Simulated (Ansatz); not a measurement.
Cd (hcp, Mg type)

```
CELL_PARAMETERS angstrom
      2.96202     0.00000     0.00000
     -1.48101     2.56519     0.00000
      0.00000     0.00000     5.79795
ATOMIC_POSITIONS crystal
  Cd 0.33333 0.66667 0.75000
  Cd 0.66667 0.33333 0.25000
```

Calculation: r2SCAN (plane waves to 500 eV, PAW, scalar-relativistic; Ansatz, a program for electronic structure). DFPT wavenumbers on a 18×18×8 k mesh, in cm⁻¹ and rounded to 5; i marks imaginary ones, q is in fractions of the reciprocal vectors of the cell shown, and the three acoustic modes at Γ are left out. Cd was relaxed with its symmetry unable to fall.

Question: Does any mode at Γ, M = (0.5, 0.0, 0.0), A = (0.0, 0.0, 0.5), L = (0.5, 0.0, 0.5) come out imaginary?

Answer: No imaginary mode at these points (lowest 25 cm⁻¹ at L = (0.5, 0.0, 0.5)); other wave vectors were not tested.

Question: List the wavenumbers at Γ, M = (0.5, 0.0, 0.0), A = (0.0, 0.0, 0.5), L = (0.5, 0.0, 0.5), with degeneracies.

Answer: 
| q | wavenumbers (cm⁻¹) |
|---|---|
| Γ | 35 (×2), 80 |
| M = (0.5, 0.0, 0.0) | 35, 35, 75, 80, 150, 155 |
| A = (0.0, 0.0, 0.5) | 30 (×4), 55 (×2) |
| L = (0.5, 0.0, 0.5) | 25 (×2), 75 (×2), 155 (×2) |
